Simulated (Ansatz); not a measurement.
A geometry of Ir away from equilibrium: step 2 of the relaxation of a relaxed Ir cell, doubled along one cell vector, shaken by Gaussian noise of σ = 0.08 Å a coordinate. Computed with PBEsol (plane waves to 420 eV, PAW, scalar-relativistic; Ansatz, an electronic-structure program). Γ-centred k-mesh 7×14×10 on the run's cell (coarser than for final values), Fermi–Dirac smearing 0.05 eV.

```xyz
4
Lattice="-4.8636 4.8386 2.8008 2.3887 -2.4062 1.3012 2.4210 2.3955 -1.3773" Properties=species:S:1:pos:R:3:forces:R:3 pbc="T T T" free_energy=-47193.130 pressure_GPa=0.8
Ir    -0.0417     2.5124     0.7268   -0.2386   -0.2145   -0.5384
Ir    -2.4106     4.8520     2.1079   -0.0588    0.1591    0.3545
Ir     0.0460     0.0430     0.0267    0.2520    0.2518    0.1551
Ir    -2.4462     2.5015     1.4039    0.0454   -0.1964    0.0287
```

Positions in Å, forces in eV/Å, free energy of the cell in eV (comparable only within this code, potentials and settings). Largest force: 0.63 eV/Å, on Ir1 (atoms numbered as listed); the geometry lies 0.75 eV/atom above the end of its relaxation.

No spin polarisation in the result.

Of the parent cell (I4₁/amd (No. 141)): it is a generated cell of Ir: the first start was made by placing the elements on the sites of a structure type, and the end was not matched to a known phase here, so it may be hypothetical. Known forms of Ir include space group No. 225.
